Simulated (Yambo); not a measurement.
One stored BSE kernel of dimension 648 for MgO (rock salt, space group Fm-3m, No. 225) (Yambo, PBEsol bands; 6×6×6 mesh, 3 valence and 1 conduction bands, static screening with 13 bands and a 4 Ry block, scissor 2.55 eV, Tamm-Dancoff; broadening 0.15 eV; field along x), solved in several ways.

```json
[
 {"solver": "Haydock, threshold 2 %", "iterations": "11", "largest change of Im ε (% of its maximum)": "31", "rough time": "within a factor of two"},
 {"solver": "Haydock, threshold 0.5 %", "iterations": "15", "largest change of Im ε (% of its maximum)": "21", "rough time": "within a factor of two"},
 {"solver": "Haydock, threshold 0.1 %", "iterations": "26", "largest change of Im ε (% of its maximum)": "1.2", "rough time": "within a factor of two"},
 {"solver": "Haydock, threshold 0.005 %", "iterations": "42", "largest change of Im ε (% of its maximum)": "0.1", "rough time": "1"},
 {"solver": "SLEPc, lowest 10 states", "iterations": "–", "largest change of Im ε (% of its maximum)": "no full spectrum", "rough time": "within a factor of two"},
 {"solver": "SLEPc, lowest 60 states", "iterations": "–", "largest change of Im ε (% of its maximum)": "no full spectrum", "rough time": "within a factor of two"},
 {"solver": "full diagonalisation", "iterations": "–", "largest change of Im ε (% of its maximum)": "reference", "rough time": "within a factor of two"}
]
```

Haydock gives the spectrum without eigenstates, SLEPc the lowest states alone, full diagonalisation everything at a cost that grows as the cube of the dimension. Times include reading the kernel. Times are rough ratios from shared machines. Mesh and scissor weren't tested; the rows compare only with each other.

Geometry relaxed with PBEsol; primitive cell a = b = c = 2.979 Å, α = β = γ = 60.00°.
